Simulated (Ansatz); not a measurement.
In the program Ansatz at the LDA level (PAW), TiTe$_{2}$ in the CdI2 type structure (P-3m1) relaxes to a = 3.667 Å, c = 6.336 Å. Ti has 6 nearest neighbours from 2.72 Å (octahedral); Te has 3 nearest neighbours from 2.72 Å (trigonal pyramidal). Its formation energy from the elements is -723 meV/atom, with no fitted shifts.

Electronic character: metallic (no gap).

An equation-of-state fit gives a bulk modulus of 41.4 GPa. The relaxed-ion elastic constants in GPa are C11 = 94.6, C12 = 27.1, C13 = 24.8, C14 = -9.2, C33 = 63.2, C44 = 26.0. The elastic constants imply a Debye temperature near 228 K. The highest mode at Γ lies at 283 cm⁻¹.

The cell was relaxed with LDA under the symmetry of its start; of distortions, only those at the zone centre were tested. No spin polarisation was allowed. A crystal of weakly bound layers computed without a dispersion correction: the cell and the soft elastic constants depend strongly on that. As this level gives no gap, shear constants depend on the k-mesh and smearing (Fermi–Dirac, 0.1 eV here). As this level gives no gap, phonon frequencies hold no LO–TO term and depend on the k-mesh and smearing (Fermi–Dirac, 0.1 eV here). The references are the lowest solids computed at this level, not always the standard phases. Scalar-relativistic: spin–orbit coupling is off unless named, which matters more the heavier the elements.

Potentials: the later of the program's two PAW sets.
